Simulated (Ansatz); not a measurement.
CeO$_{2}$ (fluorite), conventional cell a = b = c = 5.3986 Å, α = β = γ = 90.00°. The calculation uses the primitive cell of 3 atoms, to which meshes and values per cell refer.

The relaxed cell is deformed in two ways at once: its volume V is scaled, and at that volume it is stretched along z (the c axis of the conventional cell) so that c/a changes. Fractional atomic positions are held.

Calculation: PBEsol (plane waves to 420 eV, PAW, scalar-relativistic; Ansatz, a quantum-chemistry and plane-wave program). k mesh 11×11×11 (Γ-centred), Fermi-Dirac smearing 0.05 eV. Energies are smeared free energies. CeO2 is run without spin polarisation. CeO2 was relaxed with its symmetry unable to fall. The PAW data are Ansatz's earlier set. The filling of the f shell was not checked against other fillings, so treat energies with care. ΔE is measured from the relaxed starting cell.

```json
[
 {"ΔE (eV/atom)": "(c/a)/(c/a)₀ = 0.960", "V/V₀ = 0.960": "___", "V/V₀ = 0.973": "___", "V/V₀ = 0.987": "___", "V/V₀ = 1.000": "0.0112", "V/V₀ = 1.013": "___", "V/V₀ = 1.027": "0.0165", "V/V₀ = 1.040": "0.0229"},
 {"ΔE (eV/atom)": "(c/a)/(c/a)₀ = 0.973", "V/V₀ = 0.960": "0.0184", "V/V₀ = 0.973": "0.0108", "V/V₀ = 0.987": "0.0063", "V/V₀ = 1.000": "0.0049", "V/V₀ = 1.013": "0.0063", "V/V₀ = 1.027": "0.0102", "V/V₀ = 1.040": "0.0166"},
 {"ΔE (eV/atom)": "(c/a)/(c/a)₀ = 0.987", "V/V₀ = 0.960": "0.0147", "V/V₀ = 0.973": "0.0071", "V/V₀ = 0.987": "0.0026", "V/V₀ = 1.000": "___", "V/V₀ = 1.013": "0.0026", "V/V₀ = 1.027": "0.0065", "V/V₀ = 1.040": "0.0129"},
 {"ΔE (eV/atom)": "(c/a)/(c/a)₀ = 1.000", "V/V₀ = 0.960": "0.0135", "V/V₀ = 0.973": "0.0059", "V/V₀ = 0.987": "0.0014", "V/V₀ = 1.000": "0.0000", "V/V₀ = 1.013": "___", "V/V₀ = 1.027": "0.0053", "V/V₀ = 1.040": "0.0117"},
 {"ΔE (eV/atom)": "(c/a)/(c/a)₀ = 1.013", "V/V₀ = 0.960": "0.0147", "V/V₀ = 0.973": "0.0070", "V/V₀ = 0.987": "0.0026", "V/V₀ = 1.000": "___", "V/V₀ = 1.013": "0.0025", "V/V₀ = 1.027": "0.0065", "V/V₀ = 1.040": "0.0129"},
 {"ΔE (eV/atom)": "(c/a)/(c/a)₀ = 1.027", "V/V₀ = 0.960": "0.0182", "V/V₀ = 0.973": "0.0105", "V/V₀ = 0.987": "0.0061", "V/V₀ = 1.000": "0.0047", "V/V₀ = 1.013": "0.0061", "V/V₀ = 1.027": "0.0100", "V/V₀ = 1.040": "0.0164"},
 {"ΔE (eV/atom)": "(c/a)/(c/a)₀ = 1.040", "V/V₀ = 0.960": "0.0239", "V/V₀ = 0.973": "0.0163", "V/V₀ = 0.987": "0.0119", "V/V₀ = 1.000": "0.0104", "V/V₀ = 1.013": "0.0118", "V/V₀ = 1.027": "0.0158", "V/V₀ = 1.040": "0.0221"}
]
```

**Question.** Complete the blanks.

**Answer.** 
- (c/a)/(c/a)₀ = 0.960, V/V₀ = 0.960: 0.0247
- (c/a)/(c/a)₀ = 0.960, V/V₀ = 0.973: 0.0171
- (c/a)/(c/a)₀ = 0.960, V/V₀ = 0.987: 0.0126
- (c/a)/(c/a)₀ = 0.960, V/V₀ = 1.013: 0.0126
- (c/a)/(c/a)₀ = 0.987, V/V₀ = 1.000: 0.0012
- (c/a)/(c/a)₀ = 1.000, V/V₀ = 1.013: 0.0013
- (c/a)/(c/a)₀ = 1.013, V/V₀ = 1.000: 0.0012

(Under strain, the slope of the energy per volume gives the stress and its curvature an elastic modulus.)
